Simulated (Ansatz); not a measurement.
CsLiGe₂S₄: from a guess to a relaxed structure

All numbers below come from Ansatz, DFT PBE, scalar-relativistic, plane waves, PAW. Cutoff 420 eV, Gaussian smearing, Γ-centred meshes. Cell and atoms relax first on a coarse mesh and then on a finer one. In between, the cell is made exact in the group found at 0.06 Å. In metals the finer mesh still leaves noise of several meV/atom or more. The steps can't lower the symmetry of their start. No spin polarisation.

A trial structure of CsLiGe₂S₄ was built thus: perovskite family, infinite layers (P4/mmm, No. 123) (A site Cs Li; B site Ge; X site S). Lengths were set from tabulated atomic sizes, so they are only a guess.

```cif
data_structure
_symmetry_space_group_name_H-M 'P4/mmm'
_symmetry_Int_Tables_number 123
_cell_length_a 4.5540
_cell_length_b 4.5540
_cell_length_c 8.7120
_cell_angle_alpha 90.000
_cell_angle_beta 90.000
_cell_angle_gamma 90.000
_cell_volume 180.68
loop_
_atom_site_label
_atom_site_type_symbol
_atom_site_symmetry_multiplicity
_atom_site_Wyckoff_symbol
_atom_site_fract_x
_atom_site_fract_y
_atom_site_fract_z
_atom_site_occupancy
Cs1 Cs 1 c 0.50000 0.50000 0.00000 1
Li1 Li 1 d 0.50000 0.50000 0.50000 1
Ge1 Ge 2 g 0.00000 0.00000 0.75000 1
S1 S 4 i 0.50000 0.00000 0.75000 1
```

Energies over the elements count from the elements' standard structures at the same level, with no fitted energy shifts.

Question: Describe the relaxed structure.

Answer: The symmetry stays P4/mmm (No. 123). The volume per atom grows by 12.6 %, from 22.6 to 25.4 Å³. The shortest distance goes from 2.28 Å (Ge–S) to 2.43 Å (Ge–S). The energy falls by about 0.33 eV/atom (the start's value is from the coarse mesh). Conventional cell: a = 4.724 Å, c = 9.116 Å. Around Cs lie 8 S at 3.60 Å; Li has 8 S at 3.00 Å and 8 Ge at 3.58 Å; Ge is surrounded by 4 S at 2.43 Å, 1 Ge at 2.57 Å and 4 Li at 3.58 Å; S is surrounded by 2 Ge at 2.43 Å, 2 Li at 3.00 Å, 4 S at 3.34 Å and 2 Cs at 3.60 Å.

```cif
data_structure
_symmetry_space_group_name_H-M 'P 1'
_symmetry_Int_Tables_number 1
_cell_length_a 4.7241
_cell_length_b 4.7241
_cell_length_c 9.1159
_cell_angle_alpha 90.000
_cell_angle_beta 90.000
_cell_angle_gamma 90.000
_cell_volume 203.44
loop_
_atom_site_label
_atom_site_type_symbol
_atom_site_fract_x
_atom_site_fract_y
_atom_site_fract_z
_atom_site_occupancy
Cs1 Cs 0.50000 0.50000 0.00000 1
Li1 Li 0.50000 0.50000 0.50000 1
Ge1 Ge 0.00000 0.00000 0.64084 1
Ge2 Ge 0.00000 0.00000 0.35916 1
S1 S 0.50000 0.00000 0.70261 1
S2 S 0.00000 0.50000 0.70261 1
S3 S 0.50000 0.00000 0.29739 1
S4 S 0.00000 0.50000 0.29739 1
```

Question: How does it come out in energy, and is it a metal?

Answer:

| Item | Value |
| --- | --- |
| Energy over the elements | −0.44 eV/atom |
| Gap on the 8×8×4 mesh of the 8-atom cell | 0 eV (a metal) |

It lies below the elements, which doesn't yet make it stable against other compounds or structures.

The last run used Gaussian smearing of 0.10 eV. The reference form of S is held partly by dispersion forces, which this level lacks. A structure relaxed within its symmetry needn't be a true minimum.
